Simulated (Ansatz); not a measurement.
The relaxed structure here is a generated cell of TiFe: the first start was made by placing the elements on the sites of a structure type, and the end was not matched to a known phase here, so it may be hypothetical. Known forms of TiFe include space group No. 221.

A relaxed cell of TiFe (P4₂/mnm (No. 136)), relaxed on a k-mesh at least as fine as the one used below. Computed with PBE (plane waves to 420 eV, PAW, scalar-relativistic; Ansatz, a quantum-chemistry and plane-wave program). Γ-centred k-mesh 7×7×7 on the run's cell (coarser than for final values), Fermi–Dirac smearing 0.05 eV.

```
CELL_PARAMETERS angstrom
      4.87637     0.00000     0.00000
      0.00000     4.87637     0.00000
      0.00000     0.00000     4.89747
ATOMIC_POSITIONS crystal
  Fe 0.30562 0.69438 0.00000
  Fe 0.80562 0.80562 0.50000
  Fe 0.19438 0.19438 0.50000
  Fe 0.69438 0.30562 0.00000
  Ti 0.20784 0.20784 0.00000
  Ti 0.70784 0.29216 0.50000
  Ti 0.29216 0.70784 0.50000
  Ti 0.79216 0.79216 0.00000
```
Spin-polarised start, with parallel moments on Fe.

The atoms are displaced by (Å):

```csv
atom,ux,uy,uz
Fe1,-0.043,-0.060,-0.063
Fe2,-0.133,-0.004,0.026
Fe3,-0.127,-0.001,0.082
Fe4,0.147,0.080,0.107
Ti5,0.079,-0.001,0.022
Ti6,0.046,0.005,-0.081
Ti7,0.101,-0.042,0.096
Ti8,0.017,0.087,0.002
```

Problem. What forces (eV/Å) and pressure result?

Solution. 
| atom | Fx | Fy | Fz |
|---|---|---|---|
| Fe1 | 0.19 | 0.18 | 0.89 |
| Fe2 | 1.07 | -0.21 | -0.19 |
| Fe3 | 0.72 | -0.44 | -0.18 |
| Fe4 | 0.11 | 0.37 | -1.21 |
| Ti5 | 0.76 | -0.54 | 0.48 |
| Ti6 | -1.11 | -0.07 | 1.14 |
| Ti7 | -1.29 | 0.39 | -1.06 |
| Ti8 | -0.45 | 0.31 | 0.13 |

Pressure +1.1 GPa.

Problem. Estimate the energy cost of the displacement in the harmonic approximation and compare with the calculation.

Solution. For a harmonic well ΔE = −½ Σ F·u = 0.356 eV a cell, or 44 meV/atom. The calculated energy relative to the undisplaced cell is +0.04 eV/atom, so the harmonic estimate holds well.

The undisplaced cell is probably no minimum: from this displacement the run went on to P1 (No. 1), 0.42 eV/atom below it.

Spin state reached: ferrimagnetic (net 0.46 μB/atom), from parallel starting moments; other spin orders were not run from this start.
